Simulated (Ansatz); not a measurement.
The elements of this relaxed trial crystal are hidden behind letters.

```
lattice vectors (Å)
   7.1387    0.0000    0.0000
   0.0000    7.1387    0.0000
   0.0000    0.0000    7.1387
fractional positions
X 0.6789 0.6789 0.3211
X 0.6789 0.3211 0.6789
X 0.3211 0.6789 0.6789
X 0.3211 0.3211 0.3211
Z 0.0000 0.0000 0.0000
Q 0.0000 0.5000 0.5000
Q 0.5000 0.5000 0.0000
Q 0.5000 0.0000 0.5000
```

Method: DFT PBE, scalar-relativistic, plane waves, PAW in Ansatz. The final run on the 8-atom cell used 420 eV, a Γ-centred 6×6×6 mesh, 0.10 eV smearing and no spin polarisation.

```
Space group                              : P-43m (No. 215)
Conventional cell                        : a = 7.139 Å
Volume per atom                          : 45.47 Å³
Density                                  : 2.57 g/cm³
Energy over the elements                 : −0.42 eV/atom
Gap on the 6×6×6 mesh of the 8-atom cell : 0 eV (the bands overlap slightly)
```

Energies are uncorrected and count from the elements' standard states at the same level.

Task: X is an s-block element of period 3, Z is an s-block element of period 5 and Q is a p-block element of period 5. Which elements are they?

Result: X = Na, Z = Sr, Q = Te, so the formula is Na4SrTe3. Density times volume gives a mean mass of 2.57 × 45.47/1.6605 = 70.4 u per atom, and this set has 70.3 u. Around Na lie 3 Te at 2.92 Å, 3 Na at 3.61 Å and 1 Sr at 3.97 Å; around Sr lie 4 Na at 3.97 Å; Te is surrounded by 4 Na at 2.92 Å. Other sets within the hints have nearly the same mass, so mass alone doesn't settle it; this one was computed.

Spin–orbit coupling, which can matter for Te, is left out. The zero gap may come from the functional, which often closes small gaps. A structure relaxed within its symmetry needn't be a true minimum.
